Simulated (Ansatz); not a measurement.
K$_{2}$MoCl$_{6}$:
```xyz
9
Lattice="0.0000 4.8929 4.8929 4.8929 0.0000 4.8929 4.8929 4.8929 0.0000" Properties=species:S:1:pos:R:3 pbc="T T T"
Mo     0.0000     0.0000     0.0000
Cl     2.3716     4.8929     4.8929
Cl     4.8929     2.3716     4.8929
Cl     7.4142     4.8929     4.8929
Cl     4.8929     7.4142     4.8929
Cl     4.8929     4.8929     2.3716
Cl     4.8929     4.8929     7.4142
K      2.4464     2.4464     2.4464
K      7.3393     7.3393     7.3393
```

Relaxed with r²SCAN. Special points in fractions of this cell's reciprocal vectors: Γ (0.000, 0.000, 0.000); X (0.500, 0.000, 0.500); U (0.625, 0.250, 0.625); K (0.375, 0.375, 0.750); L (0.500, 0.500, 0.500); W (0.500, 0.250, 0.750).

Task: List the band energies nearest the Fermi level at these points for r²SCAN with spin–orbit coupling (plane waves, PAW; program Ansatz).

Result: In eV from the Fermi level; about four levels below and three above (degenerate sets whole), none deeper than 8.9 eV; points with the same levels are listed once.

| k | below | above |
|---|---|---|
| Γ | -0.21 -0.21 -0.21 -0.21 -0.08 -0.08 | 3.31 3.31 3.31 3.31 |
| X | -2.34 -2.34 -0.20 -0.20 | 0.30 0.30 0.40 0.40 |
| U | -2.50 -2.50 -0.07 -0.07 | 0.22 0.22 0.33 0.33 |
| L | -2.64 -2.64 -0.04 -0.04 | 0.05 0.05 0.16 0.16 |
| W | -2.69 -2.69 -2.66 -2.66 | 0.04 0.04 0.11 0.11 |

Space group Fm-3m. The workflow started from an entry of the Crystallography Open Database (COD). Whether it is the stable phase at ambient conditions was not checked. Symmetry was held in the r²SCAN relaxation; its stability against distortions is not shown here. The run is not spin-polarised.

Potentials: the later of the program's two PAW sets.
